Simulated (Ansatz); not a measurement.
Crystals of one structure type (Cu3Au type) and one family of elements, relaxed and computed with the program Ansatz at the LDA level (PAW).

```tsv
crystal	K_Hill (GPa)	G_Hill (GPa)
La3In	48.4	?
La3Ga	50.0	24.3
Sc3Al	72.3	46.7
YAl3	85.9	70.1
ScAl3	96.6	79.2
```

Fit a straight line to ln G against ln K and predict the withheld value.

Least squares on the 4 shown rows: ln G = 1.85 × ln K + (-4.049), with a scatter of 3.8 %. For La3In this gives 22.8. The run itself gave 24.1, a miss of 5.4 % of that.

Standing as an ambient phase not checked: La3In, Cu3Au type; La3Ga, Cu3Au type; Sc3Al, Cu3Au type; YAl3, Cu3Au type. All cells were relaxed under the symmetry of their starts (and spin orders); stability against distortions was not tested throughout. Rows with no word on spin ran without spin polarisation. Spin–orbit coupling is left out wherever it is not named.

Potentials: the later of the program's two PAW sets.
